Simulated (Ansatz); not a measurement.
## K2NaScF6: the gap from level to level

A database entry relaxed whole under r2SCAN at zero pressure (Fm-3m, No. 225):

```yaml
crystal:
  lattice:
    - [0.00000, 4.22121, 4.22121]
    - [4.22121, 0.00000, 4.22121]
    - [4.22121, 4.22121, 0.00000]
  atoms:
    - { symbol: K, position: [0.25000, 0.25000, 0.25000] }
    - { symbol: K, position: [0.75000, 0.75000, 0.75000] }
    - { symbol: Na, position: [0.50000, 0.50000, 0.50000] }
    - { symbol: Sc, position: [0.00000, 0.00000, 0.00000] }
    - { symbol: F, position: [0.76222, 0.23778, 0.23778] }
    - { symbol: F, position: [0.23778, 0.76222, 0.23778] }
    - { symbol: F, position: [0.23778, 0.76222, 0.76222] }
    - { symbol: F, position: [0.76222, 0.23778, 0.76222] }
    - { symbol: F, position: [0.23778, 0.23778, 0.76222] }
    - { symbol: F, position: [0.76222, 0.76222, 0.23778] }
```

Its volume is 15.04 Å³ an atom, -1.0 % against the entry's 15.20, a cell as deposited in COD (1989).

Single points on this cell with plane-wave PAW DFT (Ansatz 0.2.0; r2SCAN 500 eV, hybrids 420 eV; fermi-dirac occupations of width 0.020 eV; no moments): r2SCAN on a 6×6×6 Γ-centred mesh; HSE06 on a 4×4×4 Γ-centred mesh; PBE0 on a 4×4×4 Γ-centred mesh.

Q: What does each level give for gap and charges?

A: The runs give:

```
 level  gap (eV), or kind  pressure (GPa)  Bader charge of K (e)  Bader charge of Na (e)  Bader charge of Sc (e)  Bader charge of F (e)
r2SCAN               7.91             0.0                  +0.91                   +0.90                   +2.22                  -0.82
 HSE06               9.16             1.0                  +0.91                   +0.90                   +2.27                  -0.83
  PBE0               9.94             0.9                  +0.91                   +0.90                   +2.27                  -0.83
```

Under r2SCAN the gap is 7.91 eV, over mesh and band path. HSE06 moves it by +1.26 eV and PBE0 by +2.03 eV; PBE0 keeps its exact exchange at long range, which widens the gap over HSE06's by 0.77 eV on their common mesh. The charge on Sc goes from +2.22 to +2.27 e under HSE06.

Caveats: the relaxation kept the start's symmetry; HSE06 is read on its mesh and at the zone's corners, PBE0 on its mesh alone; hybrid pressures are good to a few tenths of a GPa; pressure is positive in compression.
